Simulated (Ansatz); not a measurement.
Cu:
Space group P4₂/mnm (No. 136); a = 8.843 Å, b = 8.843 Å, c = 4.684 Å, α = 90.00°, β = 90.00°, γ = 90.00°

```tsv
atom	site	symmetry	x	y	z
Cu	8i	m..	0.1333	0.5380	0.0000
Cu	8i	m..	0.0667	0.2646	0.0000
Cu	8j	..m	0.3183	0.3183	0.2494
Cu	4g	m.2m	0.0986	0.0986	0.5000
Cu	2a	m.mm	0.0000	0.0000	0.0000
```

Relaxed at zero pressure with DFT-PBE in the program Ansatz with PAW potentials.

Question: The volume is lowered by 6 % and shape and atoms relax at that volume. What pressure results, and how do the axes share the change?

Answer: 9.7 GPa; a -2.0 %, b -2.0 %, c -2.1 %; the energy rises by 21 meV/atom.

Question: Give the new structure.

Answer: 
Space group P4₂/mnm (No. 136); a = 8.6646 Å, b = 8.6646 Å, c = 4.5867 Å, α = 90.00°, β = 90.00°, γ = 90.00°

| atom | site | symmetry | x | y | z |
|---|---|---|---|---|---|
| Cu | 8i | m.. | 0.1334 | 0.5381 | 0.0000 |
| Cu | 8i | m.. | 0.0665 | 0.2647 | 0.0000 |
| Cu | 8j | ..m | 0.3181 | 0.3181 | 0.2493 |
| Cu | 4g | m.2m | 0.0987 | 0.0987 | 0.5000 |
| Cu | 2a | m.mm | 0.0000 | 0.0000 | 0.0000 |

The phase is kept; no other phase was compared at this pressure.

Space group P4_2/mnm. The start of the workflow was typed in or built on a structure type; neither database checked (COD, Materials Project) lists it. It is not the phase usual at ambient conditions (space group No. 225). The cell was relaxed with PBE under the symmetry of its start; whether a distortion lowers the energy is not shown. The run is not spin-polarised. Axis ratios of metals converge slowly with the k-mesh, so a and c are less sure than the volume.

Potentials: the later of the program's two PAW sets.
